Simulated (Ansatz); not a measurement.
The elements of this relaxed trial crystal are hidden behind letters.

```
lattice vectors (Å)
   3.6763    0.0000    0.0000
   0.0000    3.6763    0.0000
   0.0000    0.0000    5.8988
fractional positions
X 0.0000 0.5000 0.4962
X 0.5000 0.5000 0.9842
X 0.5000 0.0000 0.4962
Z 0.0000 0.0000 0.1459
Q 0.5000 0.5000 0.6501
```

Method: Ansatz, DFT PBE, scalar-relativistic, plane waves, PAW. Plane waves to 420 eV, a 10×10×6 mesh through Γ for the 5-atom cell and 0.10 eV Gaussian smearing; no spin polarisation.

* Space group: P4mm (No. 99)
* Conventional cell: a = 3.676 Å, c = 5.899 Å
* Volume per atom: 15.94 Å³
* Density: 5.89 g/cm³
* Energy over the elements: +0.20 eV/atom
* Gap on the 10×10×6 mesh of the 5-atom cell: 0 eV (a metal)

Energies are uncorrected and count from the elements' standard states at the same level.

Task: X is a d-block element of period 4, Z is a p-block element of period 4 and Q is a p-block element of period 2. Which elements are they?

Result: X = Zn, Z = Ge, Q = N, so the formula is Zn3GeN. Density times volume gives a mean mass of 5.89 × 15.94/1.6605 = 56.5 u per atom, and this set has 56.6 u. Zn on a site of symmetry 2mm is surrounded by 2 N at 2.05 Å, 4 Zn at 2.60 Å and 2 Ge at 2.77 Å; Ge is surrounded by 8 Zn at 2.77 Å; N is surrounded by 5 Zn at 1.97–2.05 Å; 1 more site not described. Other sets within the hints have nearly the same mass, so mass alone doesn't settle it; this one was computed.

A structure relaxed within its symmetry needn't be a true minimum.
